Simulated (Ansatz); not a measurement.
Total density of states per atom from plane-wave PAW LDA (Ansatz code), in 0.25 eV bins, energy from the valence-band maximum:

(E (eV), states/eV/atom): (-7.86, 0.00); (-7.61, 0.00); (-7.36, 0.00); (-7.11, 0.00); (-6.86, 0.00); (-6.61, 0.00); (-6.36, 0.00); (-6.11, 0.00); (-5.86, 0.00); (-5.61, 0.00); (-5.36, 0.06); (-5.11, 0.11); (-4.86, 0.19); (-4.61, 0.26); (-4.36, 0.12); (-4.11, 0.29); (-3.86, 0.20); (-3.61, 0.09); (-3.36, 0.00); (-3.11, 0.00); (-2.86, 0.00); (-2.61, 0.00); (-2.36, 0.01); (-2.11, 0.15); (-1.86, 0.30); (-1.61, 0.38); (-1.36, 0.46); (-1.11, 0.69); (-0.86, 0.57); (-0.61, 0.70); (-0.36, 0.43); (-0.11, 0.31); (0.14, 0.00); (0.39, 0.00); (0.64, 0.00); (0.89, 0.00); (1.14, 0.00); (1.39, 0.00); (1.64, 0.00); (1.89, 0.00); (2.14, 0.00); (2.39, 0.00); (2.64, 0.00); (2.89, 0.00); (3.14, 0.00); (3.39, 0.00); (3.64, 0.00); (3.89, 0.00); (4.14, 0.00); (4.39, 0.02); (4.64, 0.07); (4.89, 0.32); (5.14, 0.42); (5.39, 0.56); (5.64, 0.43); (5.89, 0.40); (6.14, 0.41); (6.39, 0.38); (6.64, 0.41); (6.89, 0.51); (7.14, 0.49); (7.39, 0.34); (7.64, 0.30); (7.89, 0.28); (8.14, 0.51); (8.39, 0.49); (8.64, 0.55); (8.89, 0.59); (9.14, 0.42)

### Question
Which of these materials gives this?
(A) K, bcc (W type)
(B) PtS2, CdI2 type
(C) KAlH4, I4_1/a (K on 4b, H on 16f, Al on 4a)
(D) AlAs, zinc blende

### Answer
C, KAlH4, I4_1/a (K on 4b, H on 16f, Al on 4a). Top 1 eV of the valence band: H 1s 72 %, Al 3p 25 %. Bottom 1 eV of the conduction band: Al 3p 38 %, H 1s 17 %, K 4s 10 %, Al 3s 7 %, outside the projected shells 27 %. Projections are on Löwdin-orthogonalised atomic valence shells; empty p or d shells of many metals are not among them.

The workflow started from an entry of the Crystallography Open Database (COD), which files this formula under 2 space groups. Whether it is the stable phase at ambient conditions was not checked. Symmetry was held in the LDA relaxation; phonons on a q-mesh show no instability.

Potentials: the later of the program's two PAW sets.
